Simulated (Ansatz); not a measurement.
Total density of states per atom from r²SCAN (plane waves, PAW; program Ansatz), in 0.25 eV bins, energy from the valence-band maximum:

```
E (eV)  states/eV/atom
------  --------------
-7.85             0.00
-7.60             0.00
-7.35             0.00
-7.10             0.00
-6.85             0.00
-6.60             0.00
-6.35             0.00
-6.10             0.00
-5.85             0.00
-5.60             0.00
-5.35             0.00
-5.10             0.00
-4.85             0.00
-4.60             0.00
-4.35             0.00
-4.10             0.00
-3.85             0.00
-3.60             0.00
-3.35             0.02
-3.10             0.27
-2.85             0.57
-2.60             0.98
-2.35             1.14
-2.10             1.12
-1.85             1.37
-1.60             1.82
-1.35             1.50
-1.10             1.00
-0.85             0.85
-0.60             0.81
-0.35             0.44
-0.10             0.11
0.15              0.00
0.40              0.00
0.65              0.00
0.90              0.00
1.15              0.00
1.40              0.00
1.65              0.00
1.90              0.01
2.15              0.15
2.40              0.62
2.65              0.72
2.90              0.81
3.15              1.50
3.40              2.42
3.65              2.26
```

Question: Pick the material that matches.
A) LaNi2Ge2, I4/mmm (La on 2a, Ni on 4d, Ge on 4e)
B) LaGa3Pd2, P6/mmm (Ga on 3g, La on 1a, Pd on 2c)
C) LaN, P4/nmm (La on 2c, N on 2a)
D) BaCdAsF, P4/nmm (Ba on 2c, Cd on 2b, As on 2c, F on 2a)

Answer: C, LaN, P4/nmm (La on 2c, N on 2a). Top 1 eV of the valence band: N 2p 75 %, La 4f 10 %, La 5d 9 %. Bottom 1 eV of the conduction band: La 5d 63 %, La 4f 20 %, N 2p 9 %. Projections are on Löwdin-orthogonalised atomic valence shells; empty p or d shells of many metals are not among them.

The first step of the workflow began from a Materials Project structure, measured or hypothetical; the Crystallography Open Database copy checked does not list it. COD files the formula under space group No. 225. Its standing as an ambient phase is unchecked. The r²SCAN relaxation kept the symmetry of its start. At this level the phase is mechanically unstable. Scalar-relativistic: spin–orbit coupling is off unless named, which matters more the heavier the elements.

Potentials: the later of the program's two PAW sets.
